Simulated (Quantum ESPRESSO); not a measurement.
# Where does Ga sit best among Si sites?

The results below are calculated, not measured. They come from pw.x of Quantum ESPRESSO 7.5, a plane-wave density functional program, with PseudoDojo standard norm-conserving files (v0.5 for PBE, v0.4.1 for LDA and PBEsol). The cells are made up: elements, strain and atom displacements were drawn at random, and nothing was relaxed. There is no spin polarisation, spin-orbit coupling or dispersion term.

The cell has 8 sites of a zincblende or diamond lattice. Sites 1 to 4 hold Si Si Si Si; sites 5 to 8 hold X X X X. Cell vectors in Å: (5.348, -0.008, -0.061); (-0.008, 5.514, -0.066); (-0.061, -0.066, 5.335). Settings: PBE, cutoff 1088 eV, 6 x 6 x 6 k mesh shifted by half a step, Fermi-Dirac smearing of 0.1 eV.

In each run one of the sites marked X holds Ga and the others hold Si; cell and positions stay the same. E is the free energy of the cell.

```
site of the guest,first shell,mean distance (Å),E above the lowest (eV),P (GPa),force on the guest (eV/Å)
5,Si4,2.353,0.128,8.09,1.220
6,Si4,2.272,0.318,8.03,4.072
7,Si4,2.439,0.000,8.04,2.532
8,Si4,2.309,0.263,8.14,0.963
```

A rerun of one of these cells at 1377 eV and k mesh 8 x 8 x 8 moved values by no more than 0.003 eV in the cell's energy, 0.05 GPa in stress and 0.009 eV/Å in force.

## Reading the table

Site 7 is lowest, by 0.128 eV, over three times the rerun's bound. A straight line of energy against the mean distance has a slope of -2.0 ± 0.3 eV/Å, so the guest costs less on the roomier sites. The positions are random and not relaxed, so the differences hold for this frozen cell and are not site preferences of a real crystal.